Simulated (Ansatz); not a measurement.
AlIr:
```
CELL_PARAMETERS angstrom
      0.00000     2.50337     2.50337
      2.50337     0.00000     2.50337
      2.50337     2.50337     0.00000
ATOMIC_POSITIONS crystal
  Ir 0.00000 0.00000 0.00000
  Al 0.50000 0.50000 0.50000
```

Relaxed with r²SCAN. Special points in fractions of this cell's reciprocal vectors: Γ (0.000, 0.000, 0.000); X (0.500, 0.000, 0.500); U (0.625, 0.250, 0.625); K (0.375, 0.375, 0.750); L (0.500, 0.500, 0.500); W (0.500, 0.250, 0.750).

List the band energies nearest the Fermi level at these points for the program Ansatz at the r²SCAN with spin–orbit coupling level (PAW).

In eV from the Fermi level; about four levels below and three above (degenerate sets whole), none deeper than 8.9 eV; points with the same levels are listed once.

```tsv
k	below	above
Γ	-2.19 -2.19 -2.19 -2.19	6.16 6.16 6.85 6.85 6.85 6.85
X	-0.86 -0.86 -0.12 -0.12	0.48 0.48 1.77 1.77
U	-1.05 -1.05 -0.70 -0.70	0.93 0.93 1.93 1.93
L	-1.17 -1.17 -0.79 -0.79	0.38 0.38 7.12 7.12
W	-0.53 -0.53 -0.41 -0.41	1.13 1.13 1.39 1.39
```

Space group Fm-3m (rock salt). The start of the workflow was typed in or built on a structure type; neither database checked (COD, Materials Project) lists it. Whether it is the stable phase at ambient conditions was not checked. The r²SCAN relaxation kept the symmetry of its start. At this level the phase is mechanically unstable. No spin polarisation was allowed. The Fermi level of a semimetal is unsure by some 0.05 eV on such meshes.

Potentials: the earlier of the program's two PAW sets.
